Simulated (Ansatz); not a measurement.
Li$_{2}$O (anti-fluorite, Fm-3m), plane-wave PAW PBE (Ansatz code). The conduction-band minimum lies at X, with 3 equivalent valleys. Second derivatives d²E/dk² of the lowest band at one valley (eV·Å²), along Cartesian directions:

| direction | d²E/dk² |
|---|---|
| [100] | 8.944 |
| [010] | 17.47 |
| [001] | 17.47 |
| [110] | 13.21 |
| [101] | 13.21 |
| [011] | 17.47 |

Find the principal effective masses, the density-of-states mass and the conductivity mass.

Off-diagonal terms follow from H_xy = H[110] − (H_xx + H_yy)/2, and m*/mₑ = 7.620 eV·Å² over each eigenvalue: 0.44, 0.44, 0.85. One valley's DOS mass (m₁m₂m₃)^(1/3) = 0.55, conductivity mass 3/(Σ 1/mᵢ) = 0.52 mₑ.

What effective density of states Nc follows at 300 K for parabolic valleys?

Nc = 2.509e19 × 3 × (0.55)^(3/2) ≈ 3.1e19 cm⁻³.

Symmetry was held in the PBE relaxation.

Potentials: the later of the program's two PAW sets.

Edges and masses are those of Kohn–Sham bands, whose gap is no quasiparticle gap.
